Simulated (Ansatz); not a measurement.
4 guesses for Cd2Te3 and where they end

Computed with DFT PBE, scalar-relativistic, plane waves, PAW in Ansatz 0.2.0. All cells share a 420 eV cutoff and Γ-centred k meshes spaced at most about 0.3 Å⁻¹ (about 0.25 or finer for metals, 2π included). No spin polarisation in the final relaxations.

Each guess was relaxed in cell and atoms at zero pressure, within the symmetry of its start. Temperature and zero-point effects are left out. Coordination counts Te atoms around Cd (those within 1.25 times the shortest such distance or 1.15 times the sum of covalent radii; the shortest distance is added where it is long for a bond; a slash parts the counts of unlike sites).

```
guess    made from  start group  V start (Å³/atom)        end group  V end (Å³/atom)  coordination at the end  gap on mesh (eV)  E over the lowest end (meV/atom)
    1  In2Au3 type        P-3m1               28.9            P-3m1             31.6                     Cd 4                 0                                51
    2  random cell        Pm-3m               34.2            Pm-3m             35.8       Cd 6/12 from 4.0 Å                 0                               531
    3   In2S3 type         R-3c               27.8  R-3c (corundum)             33.0                     Cd 6                 0                                 0
    4  random cell       P6/mmm               33.7                ?                ?                        ?                 ?                                 ?
```

Guess 4 as it starts:

```cif
data_structure
_symmetry_space_group_name_H-M 'P6/mmm'
_symmetry_Int_Tables_number 191
_cell_length_a 5.6085
_cell_length_b 5.6085
_cell_length_c 6.1903
_cell_angle_alpha 90.000
_cell_angle_beta 90.000
_cell_angle_gamma 120.000
_cell_volume 168.63
loop_
_atom_site_label
_atom_site_type_symbol
_atom_site_symmetry_multiplicity
_atom_site_Wyckoff_symbol
_atom_site_fract_x
_atom_site_fract_y
_atom_site_fract_z
_atom_site_occupancy
Cd1 Cd 2 e 0.00000 0.00000 0.24125 1
Te1 Te 3 f 0.50000 0.00000 0.00000 1
```

Q: Predict the end of this guess and its energy over the lowest end.

A: It ends in space group P6/mmm (No. 191), with a = 6.233 Å, c = 5.887 Å, 39.6 Å³/atom and no gap. It lies 246 meV/atom over the lowest end, above guess 1 and below guess 2. Counting Te atoms around Cd, this end has Cd 6 from 3.5 Å and the lowest (guess 3) has Cd 6.

```xyz
5
Lattice="6.2335 0.0000 0.0000 -3.1167 5.3983 0.0000 0.0000 0.0000 5.8868" Properties=species:S:1:pos:R:3 pbc="T T T"
Cd    0.0000    0.0000    1.5710
Cd    0.0000    0.0000    4.3158
Te    3.1167    0.0000    0.0000
Te   -1.5584    2.6992    0.0000
Te    1.5584    2.6992    0.0000
```

Energies over the elements count from the elements' standard structures at the same level, with no fitted energy shifts.

Q: Is the lowest end bound against the elements?

A: Yes: its formation energy is −0.05 eV/atom. A negative formation energy is needed for stability but isn't enough: competing phases decide.

Spin–orbit coupling, which can matter for Te, is left out. The reference form of Te is held partly by dispersion forces, which this level lacks. Cells relaxed within their symmetry can be saddle points. A lower structure may well exist outside this small set. Some candidate types were left out of the draw beforehand, so a known form may be missing.
